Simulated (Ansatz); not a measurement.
All numbers below come from DFT PBE, scalar-relativistic, plane waves, PAW in Ansatz. The final run on the 8-atom cell used 420 eV, a Γ-centred 8×8×4 mesh, 0.10 eV smearing and collinear spin.

Formation energies are uncorrected and refer to the elements' standard structures at the same level.

Q: Suggest a trial structure for a tetragonal metal made of K, Se, Si and V, with a formation energy near −0.46 eV/atom, about 29 Å³ per atom and a net moment near 0.3 μB per atom, in a cell of 8 atoms.

A: K₂VSiSe₄, space group P4/mmm (No. 123). K is surrounded by 8 Se at 3.42–3.46 Å; V has 4 Se at 2.47 Å; Si has 4 Se at 2.47 Å; Se on its first site is surrounded by 2 V at 2.47 Å and 4 K at 3.46 Å; 1 more site not described.

```
K V Si Se
1.0
     4.93884    0.00000    0.00000
     0.00000    4.93884    0.00000
     0.00000    0.00000    9.57552
K V Si Se
2 1 1 4
Direct
  0.50000 0.50000 0.25355
  0.50000 0.50000 0.74645
  0.00000 0.00000 0.00000
  0.00000 0.00000 0.50000
  0.50000 0.00000 0.00000
  0.00000 0.50000 0.00000
  0.50000 0.00000 0.50000
  0.00000 0.50000 0.50000
```

| Property | Result |
| --- | --- |
| Volume per atom | 29.20 Å³ |
| Density | 3.36 g/cm³ |
| Energy over the elements | −0.46 eV/atom |
| Gap on the 8×8×4 mesh of the 8-atom cell | 0 eV (a metal) |
| Net moment per atom | 0.26 μB |
| Moment by site | V 1.9; Se -0.1 (×2) μB |

It was reached by relaxing an invented guess, and it needn't be the stable form of this composition. Other answers may fit too; this one was computed.

No Hubbard U is applied to the 3d shell of V. The reference form of Se is held partly by dispersion forces, which this level lacks. The magnetic state reached may not be the lowest. A structure relaxed within its symmetry needn't be a true minimum. Site moments count only spheres around the atoms; the net moment includes the space between them.
